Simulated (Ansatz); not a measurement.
**LuSb (Fm-3m): from strained cells to moduli**

```
CELL_PARAMETERS angstrom
0.00000 2.96430 2.96430
2.96430 0.00000 2.96430
2.96430 2.96430 0.00000
ATOMIC_POSITIONS crystal
Lu 0.00000 0.00000 0.00000
Sb 0.50000 0.50000 0.50000
```

Conventional cell: a = 5.929 Å, b = 5.929 Å, c = 5.929 Å, α = 90.00°, β = 90.00°, γ = 90.00°. Around Lu (atom 1) lie 6 Sb at 2.96 Å. Around Sb (atom 2) lie 6 Lu at 2.96 Å.

Computed, not measured; unless marked otherwise by LDA, all-electron LAPW in Ansatz 0.2.0, scalar-relativistic. k mesh 12×12×12, strains of ±0.005, Fermi-Dirac smearing of 0.050 eV, basis error target 1 meV/atom. The cell was relaxed by PAW under this functional, which moved its volume by -7 % from the database entry's. The structure is one entry of a database and needn't be the stable phase.

The cell is cubic and carries a residual pressure of 0.02 GPa at this level. Each strain component that symmetry leaves independent is applied at ±0.005, the ions relax wherever a strain frees them, and the stress (tension positive, GPa) is read. Shears are engineering strains, γ = 2ε.

```json
{"strain": "xx", "size": "-0.005", "σxx": "-0.9762", "σyy": "-0.0989", "σzz": "-0.0989", "σyz": "0.0000", "σxz": "0.0000", "σxy": "0.0000"}
{"strain": "xx", "size": "+0.005", "σxx": "0.8844", "σyy": "0.0641", "σzz": "0.0641", "σyz": "0.0000", "σxz": "0.0000", "σxy": "0.0000"}
{"strain": "yz", "size": "-0.005", "σxx": "-0.0176", "σyy": "-0.0172", "σzz": "-0.0172", "σyz": "-0.1371", "σxz": "0.0000", "σxy": "0.0000"}
{"strain": "yz", "size": "+0.005", "σxx": "-0.0176", "σyy": "-0.0172", "σzz": "-0.0172", "σyz": "0.1371", "σxz": "0.0000", "σxy": "0.0000"}
```

A central difference gives one constant, for example C11 ≈ (0.8844 − (-0.9762))/(0.01) = 186.1 GPa; the program then imposes the crystal's symmetry on the whole matrix.

What are the independent elastic constants?

C11 = 186.1, C12 = 16.3, C44 = 27.4 GPa.

Do they meet the Born conditions?

C11 − C12 = 169.8, C11 + 2C12 = 218.7 and C44 = 27.4 GPa must all be positive, so the crystal is elastically stable; that says nothing yet of its phonons.

What moduli does a random aggregate of grains have?

B = (C11 + 2C12)/3 = 72.9 GPa. G_V = (C11 − C12 + 3C44)/5 = 50.4 and G_R = 5(C11 − C12)C44/(4C44 + 3(C11 − C12)) = 37.6, so G_H = 44.0 GPa. Then E = 9BG/(3B + G) = 109.9 GPa, ν = (3B − 2G)/(6B + 2G) = 0.249 and B/G = 1.66, on the brittle side of Pugh's 1.75 (a rule of thumb).

With the density of 9.458 g/cm³, how fast does sound travel, and what Debye temperature follows?

```json
{"direction": "[100]", "slow (m/s)": "1702", "middle (m/s)": "1702", "fast (m/s)": "4435"}
{"direction": "[110]", "slow (m/s)": "1702", "middle (m/s)": "2996", "fast (m/s)": "3687"}
{"direction": "[111]", "slow (m/s)": "2636", "middle (m/s)": "2636", "fast (m/s)": "3402"}
```

The mean of v⁻³ over directions and branches gives v_m = 2313 m/s and θ_D = (ħ/k_B) v_m (6π²n)^(1/3) = 232 K, n being atoms per volume. Young's modulus spans 73 to 183 GPa over directions, and the universal anisotropy index is 1.70.

How far do the constants move if PAW replaces LAPW in the same cell?

```
constant  LAPW (GPa)  PAW (GPa)  difference
     C11       186.1      185.9        -0.2
     C12        16.3       16.3         0.0
     C44        27.4       27.4         0.0
```

How do the constants change if the ions are clamped to the homogeneous strain?

None moves by more than 0.3 GPa: by symmetry a homogeneous strain puts no force on these sites.

Limits of these numbers: responses of metals move with mesh and smearing; the frozen-core PAW files of the compared runs were fitted under PBE, their cores solved anew for this functional.
